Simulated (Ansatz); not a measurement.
A geometry of NbRu away from equilibrium: the start of the relaxation of a relaxed NbRu cell, doubled along one cell vector, shaken by Gaussian noise of σ = 0.08 Å a coordinate. All values below come from PBEsol (plane waves to 420 eV, PAW, scalar-relativistic; Ansatz, a program for electronic structure). Γ-centred k-mesh 4×11×5 on the run's cell (coarser than for final values), Fermi–Dirac smearing 0.05 eV.

```xyz
12
Lattice="9.1144 0.0000 0.0000 0.0000 3.0361 0.0000 -1.5402 0.0000 6.7052" Properties=species:S:1:pos:R:3 pbc="T T T"
Nb     2.5002    -0.0483     2.1942
Nb     7.2123    -0.0623     2.1728
Nb     0.2187     0.0066     4.5829
Nb     5.0034    -0.0851     4.5483
Nb     0.0935    -0.1118    -0.0354
Nb     4.5045     0.1922     0.0445
Ru     2.3602     1.4274    -0.1074
Ru     6.7031     1.5218    -0.0135
Ru     0.4100     1.5170     2.4726
Ru     5.0031     1.4787     2.3367
Ru     2.7702     1.6218     4.4062
Ru     7.1909     1.6517     4.3953
```

Which atoms carry the largest force, and which way does it point?

2.05 eV/Å, on Nb5 (atoms numbered as listed); on Nb5 its components are (-1.48, 0.58, 1.30).

What is the pressure?

+3.3 GPa, compression positive.

How much energy per atom can still be gained by relaxing?

0.12 eV/atom; the path ends in P2/m (No. 10).

No spin polarisation in the result.

The end of the path is a generated cell of NbRu: the first start was made by placing the elements on the sites of a structure type, and the end was not matched to a known phase here, so it may be hypothetical.
